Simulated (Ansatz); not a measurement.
Ansatz run, Cu

The input, for Ansatz 0.2.0 (plane waves, PAW):

```yaml
crystal:
  lattice:
    - [0.0, 1.797648, 1.797648]
    - [1.797648, 0.0, 1.797648]
    - [1.797648, 1.797648, 0.0]
  atoms:
    - { symbol: Cu, position: [0.0, 0.0, 0.0] }
  symmetry: { tolerance: 0.0003 }
kpoints:
  mp_grid: { grid: [16, 16, 16], shift: [0, 0, 0] }
  band_path:
    path:
      - [0.0, 0.0, 0.0]
      - [0.5, 0.0, 0.5]
      - [0.625, 0.25, 0.625]
      - [0.375, 0.375, 0.75]
      - [0.0, 0.0, 0.0]
      - [0.5, 0.5, 0.5]
      - [0.5, 0.25, 0.75]
      - [0.5, 0.0, 0.5]
    npoints: 8
magnetization:
  spin_polarized: false
scf:
  occupations: { method: fermi_dirac }
  lower_state_search: "off"
  max_iter: 200
hamiltonian:
  pseudopotentials: { kind: paw }
  xc: pbe
basis:
  ecutwfc: 420
  fft_grid_basis: typed
output:
  forces: true
  stress: true
  eigenvalues: true
  bader: true
  populations: true
  elf: true
  write_potential: true
  volumetric_format: npy
  dos:
    e_range: [-12, 8]
    de: 0.05
    projected: { site_lists: { Cu: [Cu] } }
checkpoint:
  read: saved_state
```

The saved state is an earlier solution for the same cell, perhaps on another mesh. 

Parts of the output:

```
Pseudopotentials: kind: paw
Pseudopotential: Cu, paw, valence charge 19, recommended cutoff 420 eV (normal), Cu.paw.azcp
Functional definition: PBE
  exchange = pbe_x(kappa = kappa, mu = beta*pi^2/3)
  correlation = pbe_c(beta = beta)
Crystal: 1 atoms, lattice volume = 11.618 Å³
Basis set: ecut = 420 eV, 259 PW (Γ), exchange–correlation on 36×36×36 points (8 copies of the dense FFT grid, shifted against one another)
Bands: 14, of which v1, the nominal top of the filled ones, is band 10 counted from 1 (9 counted from 0)
Symmetry: 48 space group operations
Space group: Fm-3m (ITA 225), of the structure as read, at distance tolerance 6.8e-4 Å
k-points: 145 of 4096
Initial density: read from a saved state, or passed on in memory by an earlier SCF of this step, an earlier step, the calling program or the single point that the run made first
Functional: x = pbe(κ = 0.804, μ = 0.2195), c = pbe(β = 0.0667)
SCF iter   1: F=—  Δρ=1.51e-3  dr2=1.25e-4
SCF iter   2: F=—  Δρ=3.63e-4  dr2=4.34e-6
SCF iter   3: F=—  Δρ=1.91e-4  dr2=1.17e-6
SCF iter   4: F=-6625.1750 eV  Δρ=4.26e-5  dr2=6.39e-8
SCF iter   5: F=-6625.1750 eV  Δρ=5.62e-6  dr2=1.06e-9
SCF iter   6: F=-6625.1750 eV  Δρ=3.83e-7  dr2=5.00e-12
Free energy (F): -6625.1750 eV
Harris-Foulkes:  -6625.1750 eV  (|F-HF|=1.09e-11)
Internal energy: -6625.1648 eV  (E = F + TS)
E sigma→0 (E₀):  -6625.1699 eV
Entropy (-TS):   -0.0102 eV (-10.212 meV/atom)
Fermi energy:    17.1167 eV
--- Per-component energies (eV) ---
  E_band       = -353.4197
  E_kinetic    = 300.1725
  E_local      = -4020.0379  (includes V_loc(G=0)·N_el)
  E_nonlocal   = 389.5393
  E_hartree    = 1771.9883
  E_xc         = -89.7452
  E_vxc        = -115.8289  (∫ρ·V_xc dr)
  E_paw        = -1662.5621  (= ΣΔE_a)
  E_vpaw       = -451.2415  (= ΣTr[D̂ρ^β])
  E_aug_tail   = 0.0003  (compensation charges beyond the density's cutoff)
  E_ewald      = -3314.5199
  E_smearing   = -0.0102  (= −TS)
--- Stress (GPa, compression-positive) ---
        4.4248       0.0000       0.0000
        0.0000       4.4248       0.0000
        0.0000       0.0000       4.4248
  P = ⅓ Tr σ = 4.4248 GPa (44.248 kbar)
--- Löwdin populations: 1 site ---
  site symbol       q [e]
     0     Cu     18.8376
  spilling = 0.0085 (of n_electrons = 19.0000)
--- Bader charges: 1 site ---
  site symbol  charge [e]  shift [e]
     0     Cu      0.0000     0.0000
```

Total energies depend on the potentials used, so only differences within one code and one set of settings carry meaning.

Origin: a database entry at a rescaled volume.
